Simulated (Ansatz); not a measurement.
# FeSi — experiment and calculation at the nuclei

Cell of run 1: a Materials Project structure (computed, not necessarily an observed phase), atoms as given.

```cif
data_FeSi
_symmetry_space_group_name_H-M 'P2_13'
_symmetry_Int_Tables_number 198
_cell_length_a 4.4022
_cell_length_b 4.4022
_cell_length_c 4.4022
_cell_angle_alpha 90.000
_cell_angle_beta 90.000
_cell_angle_gamma 90.000
loop_
_atom_site_label
_atom_site_type_symbol
_atom_site_symmetry_multiplicity
_atom_site_Wyckoff_symbol
_atom_site_fract_x
_atom_site_fract_y
_atom_site_fract_z
Fe Fe 4 a 0.8631 0.6369 0.3631
Si Si 4 a 0.1587 0.3413 0.6587
```

One atom of each set is listed.

All runs are DFT with Ansatz 0.2.0 (plane waves and PAW, scalar-relativistic unless spin–orbit coupling is named, Γ-centred meshes, Fermi–Dirac smearing) in this cell. Start moments of run 1 (μB): 3 on each Fe, none on the rest.

Run 1: PBE, parallel start moments, atoms as given; 420 eV, 8×8×8 k-points, smearing 0.05 eV.
Run 2: PBE, parallel start moments, atoms relaxed; 420 eV, 8×8×8 k-points, smearing 0.05 eV.
Run 3: r2SCAN, parallel start moments, at the relaxed atoms; 500 eV, 8×8×8 k-points, smearing 0.05 eV.

Relaxed positions (PBE, cell held):

Fe (0.8625, 0.6375, 0.3625)
Si (0.1585, 0.3415, 0.6585)

ΔE_Q = ½eQV_zz(1 + η²/3)^½ with Q = 0.160 b for the 14.4 keV state of ⁵⁷Fe. Isomer shifts come from the density at the nucleus and a line fitted to measured compounds for each functional, which can include this one (rms miss 0.11 mm/s for PBE, 0.08 mm/s for r2SCAN). The measured V_zz are derived from measured couplings with the nuclear moments that the source uses.

Task: Give isomer shift of ⁵⁷Fe, |ΔE_Q| of ⁵⁷Fe, |V_zz| at Fe for each run, and set them against experiment.

Result: 

```json
{"quantity": "isomer shift of ⁵⁷Fe", "unit": "mm/s", "measured": "0.282", "run 1": "0.21", "run 2": "0.21", "run 3": "0.20"}
{"quantity": "|ΔE_Q| of ⁵⁷Fe", "unit": "mm/s", "measured": "0.495", "run 1": "0.89", "run 2": "0.89", "run 3": "0.18"}
{"quantity": "|V_zz| at Fe", "unit": "10²¹ V/m²", "measured": "4.45", "run 1": "5.37", "run 2": "5.33", "run 3": "1.09"}
```

For the isomer shift of ⁵⁷Fe, the closest is runs 1, 2 (-0.07 mm/s), the farthest run 3 (-0.08 mm/s). For the |ΔE_Q| of ⁵⁷Fe, the closest is run 3 (-63 %), the farthest runs 1, 2 (+81 %). For the |V_zz| at Fe, the closest is run 2 (+20 %), the farthest run 3 (-75 %).

**Where the measured values come from.**

“Mössbauer parameters of Fe-related defects in group-IV semiconductors: first principles calculations”, 2016, arXiv:1604.08425 quotes: isomer shift of ⁵⁷Fe 0.282 mm/s against α-Fe; |ΔE_Q| of ⁵⁷Fe 0.495 mm/s.

“Density functional theory-based electric field gradient database”, 2020, arXiv:2005.09255 quotes: |V_zz| at Fe 4.45 × 10²¹ V/m².

The cell is a computed one and can differ from the measured cell by some per cent in volume. The runs hold the atoms at rest, while the measurements include thermal motion; the measured shifts also hold a second-order Doppler term that lowers them by about 0.1 mm/s between helium and room temperature; Q(⁵⁷Fe) = 0.16 b was itself derived with calculated gradients, so agreement on iron is partly built in.

With these PAW files V_zz is typically within 2 to 3 % of all-electron values, but misses above 10 % occur on Fe. The magnetic order is the one that the run reached from its start moments, not necessarily the measured one. In run 3 the program didn't check the stability of the electronic state in full, so a lower one may lie near. In runs 1, 2 the gap is small for the k-mesh or the smearing, and small gradients can still move by 0.1 × 10²¹ V/m² or more. In run 3 there is no gap above 0.1 eV, so the gradients can move by 10 % or more with the k-mesh. In runs 1, 2 the start moments die out. In run 3 the atoms aren't at the calculated equilibrium (largest force 0.47 eV/Å). The cell isn't the equilibrium one in runs 1, 2, 3 (calculated pressure 7, 7, 5 GPa), and the entry's cell may itself be off. Run 3: The run lost most of its start moments on Fe; a state with other moments may lie lower.
